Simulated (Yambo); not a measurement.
**Optical response of KCl at -0.7 % isotropic strain**

```
CELL_PARAMETERS angstrom
      0.00000     3.09906     3.09906
      3.09906     0.00000     3.09906
      3.09906     3.09906     0.00000
ATOMIC_POSITIONS crystal
  Cl 0.50000 0.50000 0.50000
  K  0.00000 0.00000 0.00000
```

Yambo, RPA with local fields on PBEsol bands shifted by a G0W0 scissor of 3.09 eV; 10×10×10 mesh, 42 bands, 4 Ry local-field block, 0.2 eV broadening; field along x.

| E (eV) | Im ε | Re ε | Im ε, independent particles |
|---|---|---|---|
| 0.0 | 0.00 | 2.00 | 0.00 |
| 0.6 | 0.00 | 2.00 | 0.00 |
| 1.2 | 0.00 | 2.01 | 0.00 |
| 1.9 | 0.00 | 2.02 | 0.01 |
| 2.5 | 0.01 | 2.03 | 0.01 |
| 3.1 | 0.01 | 2.05 | 0.01 |
| 3.8 | 0.01 | 2.08 | 0.01 |
| 4.4 | 0.01 | 2.11 | 0.02 |
| 5.0 | 0.02 | 2.16 | 0.02 |
| 5.6 | 0.02 | 2.21 | 0.03 |
| 6.2 | 0.03 | 2.29 | 0.04 |
| 6.9 | 0.04 | 2.39 | 0.05 |
| 7.5 | 0.06 | 2.53 | 0.08 |
| 8.1 | 0.14 | 2.78 | 0.17 |
| 8.8 | 0.44 | 2.92 | 0.51 |
| 9.4 | 0.70 | 3.00 | 0.86 |
| 10.0 | 1.31 | 3.17 | 1.94 |
| 10.6 | 2.03 | 2.91 | 3.07 |
| 11.2 | 2.49 | 1.78 | 3.16 |
| 11.9 | 1.73 | 1.28 | 2.24 |
| 12.5 | 1.10 | 1.56 | 1.89 |
| 13.1 | 1.37 | 2.19 | 3.21 |
| 13.8 | 2.29 | 1.74 | 3.45 |
| 14.4 | 2.40 | 0.90 | 2.41 |
| 15.0 | 1.76 | 0.11 | 1.27 |
| 15.6 | 0.98 | 0.37 | 0.92 |
| 16.2 | 0.82 | 0.58 | 0.95 |
| 16.9 | 0.81 | 0.76 | 1.10 |
| 17.5 | 0.55 | 0.68 | 0.73 |
| 18.1 | 0.29 | 0.96 | 0.68 |
| 18.8 | 0.40 | 1.29 | 1.68 |
| 19.4 | 0.68 | 1.52 | 1.57 |
| 20.0 | 0.90 | 1.43 | 1.03 |

Peak heights and small wiggles depend on the k mesh. Convergence of the RPA response with its 10×10×10 mesh was not tested. The scissor comes from a G0W0 run whose convergence isn't established. No excitonic effects at this level.

Geometry strained from the cell relaxed with PBEsol, atoms relaxed again.
